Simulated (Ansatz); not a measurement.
Input and output for CdPt: DFT, r2SCAN, PAW with Ansatz's default frozen-core files, scalar-relativistic (Ansatz 0.2.0). This run: shape and atoms relaxed at 0.65 of the base cell's volume.

The base volume is that of a database entry, so it needn't be at zero pressure; the structure needn't be the stable phase, at rest or compressed.

Command: `ansatz run input.yaml --threads 1 --pin off --max-ram 2048MiB --backend cpu --events-out ev --progress --plain --runs-dir out` It took 28 s on 1 thread of Arm Neoverse V1 (shared host), peak memory 0.41 GiB.

```yaml
crystal:
  lattice:
    - [2.5861185905, 0.0, 0.0]
    - [0.0, 2.5861185905, 0.0]
    - [0.0, 0.0, 3.3316013106]
  atoms:
    - { symbol: Cd, position: [0.0, 0.0, 0.0] }
    - { symbol: Pt, position: [0.5, 0.5, 0.5] }
kpoints:
  mp_grid: { grid: [12, 12, 9] }
scf:
  occupations: { method: fermi_dirac, width: 0.05 }
hamiltonian:
  xc: r2scan
  pseudopotentials: { kind: paw }
output:
  forces: true
  stress: true
relax:
  f_tol: 0.01
  max_steps: 30
  cell: { stress_tol: 0.29, fix: [volume] }
```

Output:

```
Engine: ansatz 0.2.0
Pseudopotentials: kind: paw
Pseudopotential: Cd, paw, valence charge 20, recommended cutoff 500 eV (meta_gga), Cd.paw.azcp
Pseudopotential: Pt, paw, valence charge 18, recommended cutoff 500 eV (meta_gga), Pt.paw.azcp
Functional definition: r2SCAN
  parameter k0 = 0.174
  parameter k1 = 0.065
  parameter a1 = 4.9479
  exchange = r2scan_x(k0 = k0, k1 = k1, a1 = a1)
  correlation = r2scan_c
Crystal: 2 atoms, lattice volume = 22.282 Å³
Basis set: ecut = 500 eV, 545 PW (Γ), exchange–correlation on 80×80×100 points (64 copies of the dense FFT grid, shifted against one another)
Bands: 23, of which v1, the nominal top of the filled ones, is band 19 counted from 1 (18 counted from 0)
Symmetry: 16 space group operations
Space group: P4/mmm (ITA 123), of the structure as read, at distance tolerance 2.8e-5 Å
k-points: 140 of 1296
Non-local potential: Cd, projectors of the file, l = 0: 3, l = 1: 2, l = 2: 2, l = 3: 1
Non-local potential: Pt, projectors of the file, l = 0: 3, l = 1: 2, l = 2: 2, l = 3: 1
PAW form: soft (Blöchl's): semilocal exchange-correlation on the pseudo side does not see the compensation charge
PAW frozen core: Cd, regenerated for the run's functional (the file was generated under x = pbe(κ = 0.804, μ = 0.2195149727645171), c = pbe(β = 0.06672455060314922))
PAW frozen core: Pt, regenerated for the run's functional (the file was generated under x = pbe(κ = 0.804, μ = 0.2195149727645171), c = pbe(β = 0.06672455060314922))
PAW one-centre angular grid: Cd, 590 points (default); XC on 160 Gauss nodes
PAW one-centre angular grid: Pt, 590 points (default); XC on 160 Gauss nodes
Initial density: superposition of atomic densities (neutral atoms: chi_scale 0, normalization atom), corrected by the library's trained network
Initial wavefunctions: pseudopotential atomic-orbital guess
Functional: x = r2scan, c = r2scan; τ floored in thin density (d = 2e-4 eV/Å³)
SCF iter   1: F=—  HF=-20800.858387 eV  |F-HF|=—  |Δ(HF+E_count)|=         —  Δρ=1.67e-2  dr2=4.96e-2  dr2_τ=1.02e-1  ethr=1.77e-3  ⟨swp⟩=5.6  Hψ=13198  notcnv=0
preconditioner: auto → none  [insulator: Δε(μ)=0.202 eV  Ē_g=17.170 eV  σ=0.050 eV  W_gap=0.60  n_scr=6 (ndim 8)  ℏωp=36.9 eV  f_vac=0.000  D(μ)=0.18/eV (n_scr^D=0)  ε∞_Penn≈5.6]
SCF iter   2: F=—  HF=-20800.909294 eV  |F-HF|=—  |Δ(HF+E_count)|=   5.09e-2  Δρ=7.07e-3  dr2=6.80e-3  dr2_τ=3.20e-3  ethr=1.30e-4  ⟨swp⟩=2.1  Hψ=6418  notcnv=0  defer=14
SCF iter   3: F=—  HF=-20800.910857 eV  |F-HF|=—  |Δ(HF+E_count)|=   1.56e-3  Δρ=3.63e-3  dr2=1.62e-3  dr2_τ=2.10e-4  ethr=1.79e-5  ⟨swp⟩=2.1  Hψ=5254  notcnv=0  defer=14
SCF iter   4: F=—  HF=-20800.911587 eV  |F-HF|=—  |Δ(HF+E_count)|=   7.30e-4  Δρ=1.19e-3  dr2=1.31e-4  dr2_τ=1.60e-5  ethr=4.26e-6  ⟨swp⟩=2.3  Hψ=4473  notcnv=0  defer=14
SCF iter   5: F=—  HF=-20800.911745 eV  |F-HF|=—  |Δ(HF+E_count)|=   1.58e-4  Δρ=2.05e-4  dr2=3.16e-6  dr2_τ=1.02e-6  ethr=3.46e-7  ⟨swp⟩=2.1  Hψ=5669  notcnv=0  defer=14
SCF iter   6: F=—  HF=-20800.911753 eV  |F-HF|=—  |Δ(HF+E_count)|=   8.68e-6  Δρ=5.33e-5  dr2=2.45e-7  dr2_τ=3.02e-8  ethr=8.31e-9  ⟨swp⟩=2.2  Hψ=4845  notcnv=0  defer=14
SCF iter   7: F=-20800.911754 eV  HF=-20800.911754 eV  |F-HF|=5.16e-9  |Δ(HF+E_count)|=   4.34e-7  Δρ=6.63e-6  dr2=4.21e-9  dr2_τ=8.24e-10  ethr=2.63e-10  ⟨swp⟩=4.9  Hψ=11253  notcnv=0
SCF 1 converged in 7 iterations: F = -20800.911754 eV  dr2 = 4.21e-9
  greatest PAW one-centre occupation: 1.002 electrons in one spin orbital (limit 2), on the Cd atom at site 0 (counted from 0), in its partial waves of l = 1
relax step   1: F+E_penalty+E_count = -20800.91175372 eV  Δ(F+E_penalty+E_count) = +0.000e0 eV  max|allowed force component| = 5.364e-29 eV/Å  Δτ_max = 0.0000 Å  P = +205.286 GPa  Ω = 22.282 Å³  fix = [volume]  reactions: volume +205.286 GPa  (7 SCF iters, dr2 threshold 1.00e-7 eV, accepted)
Initial density: handed on by an earlier stage of this run
Initial wavefunctions: those handed on with the density
iter 1 solved again at ethr=4.10e-8 eV; its pass at ethr=3.10e-3 eV (dr2=1.56e-5 eV) is discarded
SCF iter   1: F=—  HF=-20800.911265 eV  |F-HF|=—  |Δ(HF+E_count)|=         —  Δρ=4.38e-4  dr2=1.29e-5  dr2_τ=2.85e-3  ethr=4.10e-8  ⟨swp⟩=2.7  Hψ=18207  notcnv=0
automatic band count: iteration 1 solves 22 bands in place of 23: the levels show a gap, and the empty bands left out lie too high to hold charge; the band table lists the bands solved (type scf.n_extra_bands for more)
preconditioner: auto → none  [metal: Δε(μ)=0.059 eV  Ē_g=15.580 eV  σ=0.050 eV  W_gap=0.27  n_scr=6 (ndim 8)  ℏωp=36.9 eV  f_vac=0.000  D(μ)=0.22/eV (n_scr^D=0)]
SCF iter   2: F=—  HF=-20800.913015 eV  |F-HF|=—  |Δ(HF+E_count)|=   1.75e-3  Δρ=3.29e-4  dr2=8.07e-6  dr2_τ=1.08e-6  ethr=3.39e-8  ⟨swp⟩=5.4  Hψ=12137  notcnv=0  defer=12
automatic band count: iteration 2 solves 23 bands in place of 22: the levels no longer show a gap clear of their residuals, so the SCF keeps every band
SCF iter   3: F=—  HF=-20800.913020 eV  |F-HF|=—  |Δ(HF+E_count)|=   5.82e-6  Δρ=1.59e-4  dr2=1.82e-6  dr2_τ=3.83e-7  ethr=2.12e-8  ⟨swp⟩=1.6  Hψ=5050  notcnv=0  defer=12
SCF iter   4: F=—  HF=-20800.913022 eV  |F-HF|=—  |Δ(HF+E_count)|=   1.84e-6  Δρ=4.15e-5  dr2=4.97e-7  dr2_τ=5.35e-8  ethr=4.78e-9  ⟨swp⟩=2.0  Hψ=4794  notcnv=0  defer=12
SCF iter   5: F=-20800.913022 eV  HF=-20800.913022 eV  |F-HF|=4.62e-10  |Δ(HF+E_count)|=   1.37e-7  Δρ=7.56e-6  dr2=5.40e-9  dr2_τ=4.35e-10  ethr=5.26e-10  ⟨swp⟩=4.6  Hψ=10986  notcnv=0
SCF 2 converged in 5 iterations: F = -20800.913022 eV  dr2 = 5.40e-9
relax step   2: F+E_penalty+E_count = -20800.91302205 eV  Δ(F+E_penalty+E_count) = -1.268e-3 eV  max|allowed force component| = 3.747e-28 eV/Å  Δτ_max = 0.0000 Å  P = +205.281 GPa  Ω = 22.282 Å³  energy of the carried Pulay correction = +1.079e-6 eV  fix = [volume]  reactions: volume +205.281 GPa  (5 SCF iters, dr2 threshold 2.00e-7 eV, accepted)
iter 1 solved again at ethr=4.01e-8 eV; its pass at ethr=3.10e-3 eV (dr2=1.52e-5 eV) is discarded
SCF iter   1: F=—  HF=-20800.912480 eV  |F-HF|=—  |Δ(HF+E_count)|=         —  Δρ=3.33e-4  dr2=7.64e-6  dr2_τ=1.28e-3  ethr=4.01e-8  ⟨swp⟩=3.0  Hψ=17971  notcnv=0
preconditioner: auto → none  [metal: Δε(μ)=0.105 eV  Ē_g=17.143 eV  σ=0.050 eV  W_gap=0.48  n_scr=6 (ndim 8)  ℏωp=36.9 eV  f_vac=0.000  D(μ)=0.23/eV (n_scr^D=0)]
SCF iter   2: F=—  HF=-20800.913270 eV  |F-HF|=—  |Δ(HF+E_count)|=   7.91e-4  Δρ=2.27e-4  dr2=3.93e-6  dr2_τ=6.06e-7  ethr=2.01e-8  ⟨swp⟩=3.0  Hψ=6450  notcnv=0
SCF iter   3: F=—  HF=-20800.913273 eV  |F-HF|=—  |Δ(HF+E_count)|=   2.56e-6  Δρ=1.13e-4  dr2=9.57e-7  dr2_τ=1.78e-7  ethr=1.04e-8  ⟨swp⟩=2.3  Hψ=4370  notcnv=0
SCF iter   4: F=—  HF=-20800.913274 eV  |F-HF|=—  |Δ(HF+E_count)|=   1.04e-6  Δρ=5.56e-5  dr2=8.41e-7  dr2_τ=7.58e-8  ethr=2.52e-9  ⟨swp⟩=2.4  Hψ=5878  notcnv=0
SCF iter   5: F=-20800.913274 eV  HF=-20800.913274 eV  |F-HF|=7.17e-10  |Δ(HF+E_count)|=   2.31e-7  Δρ=5.96e-6  dr2=3.51e-9  dr2_τ=1.89e-10  ethr=5.26e-10  ⟨swp⟩=3.0  Hψ=12644  notcnv=0
SCF 3 converged in 5 iterations: F = -20800.913274 eV  dr2 = 3.51e-9
relax step   3: F+E_penalty+E_count = -20800.91327363 eV  Δ(F+E_penalty+E_count) = -2.516e-4 eV  max|allowed force component| = 2.524e-29 eV/Å  Δτ_max = 0.0000 Å  P = +205.284 GPa  Ω = 22.282 Å³  energy of the carried Pulay correction = +1.808e-6 eV  fix = [volume]  reactions: volume +205.284 GPa  (5 SCF iters, dr2 threshold 2.00e-7 eV, accepted)
Initial wavefunctions: pseudopotential atomic-orbital guess (no wavefunctions were taken with the density)
iter 1 solved again at ethr=1.89e-8 eV; its pass at ethr=3.10e-3 eV (dr2=7.18e-6 eV) is discarded
SCF iter   1: F=—  HF=-20800.913271 eV  |F-HF|=—  |Δ(HF+E_count)|=         —  Δρ=1.19e-4  dr2=7.37e-8  dr2_τ=3.39e-7  ethr=1.89e-8  ⟨swp⟩=4.1  Hψ=22713  notcnv=0
preconditioner: auto → none  [insulator: Δε(μ)=0.111 eV  Ē_g=17.143 eV  σ=0.050 eV  W_gap=0.50  n_scr=6 (ndim 8)  ℏωp=36.9 eV  f_vac=0.000  D(μ)=0.23/eV (n_scr^D=0)  ε∞_Penn≈5.6]
SCF iter   2: F=—  HF=-20800.913280 eV  |F-HF|=—  |Δ(HF+E_count)|=   9.50e-6  Δρ=5.92e-5  dr2=1.75e-8  dr2_τ=2.82e-7  ethr=1.94e-10  ⟨swp⟩=2.0  Hψ=4699  notcnv=0
SCF iter   3: F=-20800.913283 eV  HF=-20800.913283 eV  |F-HF|=1.68e-9  |Δ(HF+E_count)|=   2.61e-6  Δρ=2.25e-6  dr2=5.40e-10  dr2_τ=2.51e-10  ethr=1.77e-12  ⟨swp⟩=3.1  Hψ=14119  notcnv=0
SCF 4 converged in 3 iterations: F = -20800.913283 eV  dr2 = 5.40e-10
relax step   4: F+E_penalty+E_count = -20800.91328296 eV  Δ(F+E_penalty+E_count) = -9.322e-6 eV  max|allowed force component| = 2.367e-29 eV/Å  Δτ_max = 0.0000 Å  P = +205.284 GPa  Ω = 22.282 Å³  fix = [volume]  reactions: volume +205.284 GPa  stress off target by 2.08e-2 GPa on what of the cell is left free  SCF on the basis re-selected at this cell (its energy is not comparable with the rows above)  (3 SCF iters)
basis re-selected at this cell: Δ(F+E_penalty+E_count) = -9.322e-6 eV, ΔP = +0.001 GPa vs the last step (what re-selecting the basis moved, of the pressure what is left beyond the Pulay correction that the steps carried, after the strain that the cell walked since its last selection, with what the two solves' SCF thresholds leave and, on support functions, any second-order correction that the steps lacked; it is no measure of the basis error at this ecutwfc). This SCF's stress stands 2.08e-2 GPa from its target on what of the cell is left free (relax.cell.stress_tol is 2.90e-1 GPa) and its largest allowed force component is 2.37e-29 eV/Å (relax.f_tol is 1.00e-2 eV/Å): within both
SCF converged after 3 iterations
Free energy (F): -20800.913283 eV
Harris-Foulkes:  -20800.913283 eV  (|F-HF|=1.68e-9)
Internal energy: -20800.911369 eV  (E = F + TS)
E sigma→0 (E₀):  -20800.912326 eV
Entropy (-TS):   -0.001914 eV (-0.957 meV/atom)
Fermi energy:    32.838167 eV
--- Per-component energies (eV) ---
  E_band       = -87.527759
  E_kinetic    = 1179.709331
  E_local      = -2851.946518  (includes V_loc(G=0)·N_el)
  E_nonlocal   = 238.987482
  E_hartree    = 1385.041652
  E_xc         = -432.242488
  E_vxc        = -603.645344  (∫ρ·V_xc dr)
  E_paw        = -13587.937409  (= ΣΔE_a)
  E_vpaw       = -860.604280  (= ΣTr[D̂ρ^β])
  E_aug_tail   = 0.000139  (compensation charges beyond the density's cutoff)
  E_vtau       = 39.888274  (kinetic-family band-sum trace: ∫τ·v_τ [+ j·A + Jᵃ·Aᵃ] dr)
  E_ewald      = -6731.727292
  E_core_change = -0.796265  (= ΣΔE_core)
  E_smearing   = -0.001914  (= −TS)
  E_closure    = -0.000000  (closes the sum)
  Σ components = -20800.913283   (vs F -20800.913283, Δ=0.00e0)
--- Forces (eV/Å), atoms counted from 1 ---
  atom   1  Cd    -0.00000000    -0.00000000     0.00000000
  atom   2  Pt    -0.00000000    -0.00000000     0.00000000
  max |Σ_I F_I| component: 6.00e-29 eV/Å
--- Stress (GPa, compression-positive) ---
      205.273799       0.000000       0.000000
        0.000000     205.273799       0.000000
        0.000000       0.000000     205.304968
  P = ⅓ Tr σ = 205.2842 GPa (2052.842 kbar)
--- Relaxed structure (3 steps of the walk, 3 accepted, 1 SCFs on fresh bases) ---
  F+E_penalty+E_count = -20800.91328296 eV   max|allowed force component| = 2.367e-29 eV/Å   (the final SCF, on the basis selected at the relaxed cell)
  cell:  # Å, volume = 22.2818 Å³
    - [2.5749103065060623, 4.4249900481721886e-35, 0.0]
    - [4.4249900481721886e-35, 2.5749103065060623, 0.0]
    - [0.0, 0.0, 3.360668579636714]
  atoms:
    - { symbol: Cd, position: [-2.010764683385949e-87, -5.818112030434665e-37, 0.0] }
    - { symbol: Pt, position: [0.5000000000000001, 0.5000000000000001, 0.49999999999999994] }
```

Next run (volume at 0.65 of the series' base cell), as changes to the input before:

```diff
   lattice:
-    - [2.5861185905, 0.0, 0.0]
-    - [0.0, 2.5861185905, 0.0]
-    - [0.0, 0.0, 3.3316013106]
+    - [2.5749103065, 0.0, 0.0]
+    - [0.0, 2.5749103065, 0.0]
+    - [0.0, 0.0, 3.3606685796]
   atoms:
   mp_grid: { grid: [12, 12, 9] }
+  band_path:
+    path:
+      - [0.0, 0.0, 0.0]
+      - [0.0, 0.5, 0.0]
+      - [0.5, 0.5, 0.0]
+      - [0.0, 0.0, 0.0]
+      - [0.0, 0.0, 0.5]
+      - [0.0, 0.5, 0.5]
+      - [0.5, 0.5, 0.5]
+      - [0.0, 0.0, 0.5]
+      - [0.0, 0.5, 0.0]
+    npoints: 6
 scf:
   stress: true
-relax:
-  f_tol: 0.01
-  max_steps: 30
-  cell: { stress_tol: 0.29, fix: [volume] }
+  eigenvalues: true
+  efg: { contact_densities: true }
+  populations: true
```

Command: `ansatz run input.yaml --threads 1 --pin off --max-ram 2048MiB --backend cpu --events-out ev --progress --plain --runs-dir out` It took 14 s on 1 thread of Arm Neoverse V1 (shared host), peak memory 0.45 GiB.

Results part of the output:

```
SCF 1 converged in 7 iterations: F = -20800.913283 eV  dr2 = 3.70e-9
  greatest PAW one-centre occupation: 1.002 electrons in one spin orbital (limit 2), on the Cd atom at site 0 (counted from 0), in its partial waves of l = 1
NSCF: frozen V_eff on 49 k-points
SCF converged after 7 iterations
Free energy (F): -20800.913283 eV
Harris-Foulkes:  -20800.913283 eV  (|F-HF|=5.13e-9)
Internal energy: -20800.911369 eV  (E = F + TS)
E sigma→0 (E₀):  -20800.912326 eV
Entropy (-TS):   -0.001914 eV (-0.957 meV/atom)
Fermi energy:    32.838155 eV
--- Per-component energies (eV) ---
  E_band       = -87.528075
  E_kinetic    = 1179.709524
  E_local      = -2851.947141  (includes V_loc(G=0)·N_el)
  E_nonlocal   = 238.987769
  E_hartree    = 1385.041894
  E_xc         = -432.242514
  E_vxc        = -603.645387  (∫ρ·V_xc dr)
  E_paw        = -13587.937483  (= ΣΔE_a)
  E_vpaw       = -860.603957  (= ΣTr[D̂ρ^β])
  E_aug_tail   = 0.000139  (compensation charges beyond the density's cutoff)
  E_vtau       = 39.888283  (kinetic-family band-sum trace: ∫τ·v_τ [+ j·A + Jᵃ·Aᵃ] dr)
  E_ewald      = -6731.727292
  E_core_change = -0.796265  (= ΣΔE_core)
  E_smearing   = -0.001914  (= −TS)
  E_closure    = 0.000000  (closes the sum)
  Σ components = -20800.913283   (vs F -20800.913283, Δ=0.00e0)
--- Forces (eV/Å), atoms counted from 1 ---
  atom   1  Cd    -0.00000000     0.00000000     0.00000000
  atom   2  Pt     0.00000000    -0.00000000     0.00000000
  max |Σ_I F_I| component: 5.92e-30 eV/Å
--- Stress (GPa, compression-positive) ---
      205.273698       0.000000       0.000000
        0.000000     205.273698       0.000000
        0.000000       0.000000     205.305247
  P = ⅓ Tr σ = 205.2842 GPa (2052.842 kbar)
--- PAW observables at the nuclei: V_zz in 10²¹ V/m², potentials from the cell's mean, atoms counted from 1 ---
  atom   1  Cd V_zz =    -8.479024   η = 0.0000   by run symmetry: allowed
            electrostatic potential = -7731.840936 V   contact ρ = 1035276.604749 e/Å³
  atom   2  Pt V_zz =   +32.075074   η = 0.0000   by run symmetry: allowed
            electrostatic potential = -16138.531461 V   contact ρ = 12079270.958493 e/Å³
--- Band table (eV; the first three rows and the last of 140) ---
  k-point 0: bands = ["-74.4304", "-68.6184", "-34.5985", "-34.5485", "-34.5485", "-22.5311", "-22.1401", "-22.1401", "18.2458", "19.1055", "19.1706", "21.7619", "21.7619", "22.8294", "25.4072", "27.1280", "30.7638", "30.7638", "31.4323", "34.1323", "43.3326", "43.3326", "45.4514"]
  k-point 1: bands = ["-74.4303", "-68.6186", "-34.5981", "-34.5482", "-34.5482", "-22.5387", "-22.1408", "-22.1408", "18.4763", "19.1617", "19.2944", "21.8125", "21.8125", "22.8438", "25.2857", "26.9804", "30.5042", "30.5042", "31.3948", "33.2606", "43.8963", "43.8963", "46.4701"]
  k-point 2: bands = ["-74.4299", "-68.6189", "-34.5972", "-34.5474", "-34.5474", "-22.5576", "-22.1426", "-22.1426", "19.0997", "19.3126", "19.6725", "21.9483", "21.9483", "22.8806", "24.9736", "26.5329", "29.8902", "29.8902", "31.2999", "31.3947", "45.4195", "45.4195", "47.9327"]
  k-point 139: bands = ["-74.3888", "-68.5431", "-34.7516", "-34.7516", "-34.5527", "-22.7106", "-22.7106", "-22.4581", "19.8056", "20.7248", "20.7248", "22.4528", "23.8100", "23.9702", "24.8478", "24.8478", "29.7561", "33.4514", "39.4040", "39.5304", "39.5304", "40.9296", "41.9261"]
--- Löwdin populations: 2 sites ---
  site symbol       q [e]
     0     Cd     19.0117
     1     Pt     18.5102
  spilling = 0.012584 (of n_electrons = 38.000000)
```

Next run (shape and atoms relaxed at 0.45 of the base cell's volume), as changes to the input before:

```diff
   lattice:
-    - [2.5749103065, 0.0, 0.0]
-    - [0.0, 2.5749103065, 0.0]
-    - [0.0, 0.0, 3.3606685796]
+    - [2.2877829654, 0.0, 0.0]
+    - [0.0, 2.2877829654, 0.0]
+    - [0.0, 0.0, 2.9472665151]
   atoms:
   mp_grid: { grid: [12, 12, 9] }
-  band_path:
-    path:
-      - [0.0, 0.0, 0.0]
-      - [0.0, 0.5, 0.0]
-      - [0.5, 0.5, 0.0]
-      - [0.0, 0.0, 0.0]
-      - [0.0, 0.0, 0.5]
-      - [0.0, 0.5, 0.5]
-      - [0.5, 0.5, 0.5]
-      - [0.0, 0.0, 0.5]
-      - [0.0, 0.5, 0.0]
-    npoints: 6
 scf:
   stress: true
-  eigenvalues: true
-  efg: { contact_densities: true }
-  populations: true
+relax:
+  f_tol: 0.01
+  max_steps: 30
+  cell: { stress_tol: 0.66, fix: [volume] }
```

Results part of the output:

```
basis re-selected at this cell: Δ(F+E_penalty+E_count) = -1.128e-10 eV, ΔP = +0.000 GPa vs the last step (what re-selecting the basis moved, of the pressure what is left beyond the Pulay correction that the steps carried, after the strain that the cell walked since its last selection, with what the two solves' SCF thresholds leave and, on support functions, any second-order correction that the steps lacked; it is no measure of the basis error at this ecutwfc). This SCF's stress stands 5.13e-1 GPa from its target on what of the cell is left free (relax.cell.stress_tol is 6.60e-1 GPa) and its largest allowed force component is 3.48e-28 eV/Å (relax.f_tol is 1.00e-2 eV/Å): within both
SCF converged after 3 iterations
Free energy (F): -20780.086831 eV
Harris-Foulkes:  -20780.086831 eV  (|F-HF|=4.37e-11)
Internal energy: -20780.084314 eV  (E = F + TS)
E sigma→0 (E₀):  -20780.085573 eV
Entropy (-TS):   -0.002517 eV (-1.259 meV/atom)
Fermi energy:    51.151838 eV
--- Per-component energies (eV) ---
  E_band       = 451.920027
  E_kinetic    = 1243.987292
  E_local      = -1658.253518  (includes V_loc(G=0)·N_el)
  E_nonlocal   = 256.508153
  E_hartree    = 1036.850333
  E_xc         = -446.934535
  E_vxc        = -625.497649  (∫ρ·V_xc dr)
  E_paw        = -13601.884019  (= ΣΔE_a)
  E_vpaw       = -879.741275  (= ΣTr[D̂ρ^β])
  E_aug_tail   = 0.000149  (compensation charges beyond the density's cutoff)
  E_vtau       = 41.216239  (kinetic-family band-sum trace: ∫τ·v_τ [+ j·A + Jᵃ·Aᵃ] dr)
  E_ewald      = -7609.561905
  E_core_change = -0.796265  (= ΣΔE_core)
  E_smearing   = -0.002517  (= −TS)
  E_closure    = -0.000000  (closes the sum)
  Σ components = -20780.086831   (vs F -20780.086831, Δ=0.00e0)
--- Forces (eV/Å), atoms counted from 1 ---
  atom   1  Cd     0.00000000     0.00000000     0.00000000
  atom   2  Pt    -0.00000000    -0.00000000     0.00000000
  max |Σ_I F_I| component: 4.52e-28 eV/Å
--- Stress (GPa, compression-positive) ---
      969.280938      -0.000000      -0.000000
       -0.000000     969.280938      -0.000000
       -0.000000      -0.000000     968.511166
  P = ⅓ Tr σ = 969.0243 GPa (9690.243 kbar)
--- Relaxed structure (1 steps of the walk, 1 accepted, 1 SCFs on fresh bases) ---
  F+E_penalty+E_count = -20780.08683125 eV   max|allowed force component| = 3.483e-28 eV/Å   (the final SCF, on the basis selected at the relaxed cell)
  cell:  # Å, volume = 15.4258 Å³
    - [2.2877829654, 0.0, 0.0]
    - [0.0, 2.2877829654, 0.0]
    - [0.0, 0.0, 2.9472665151]
  atoms:
    - { symbol: Cd, position: [0.0, 0.0, 0.0] }
    - { symbol: Pt, position: [0.5, 0.5, 0.5000000000000001] }
```

Spin–orbit coupling is left out, which matters for the heavy atoms. The PAW files were made under PBE.
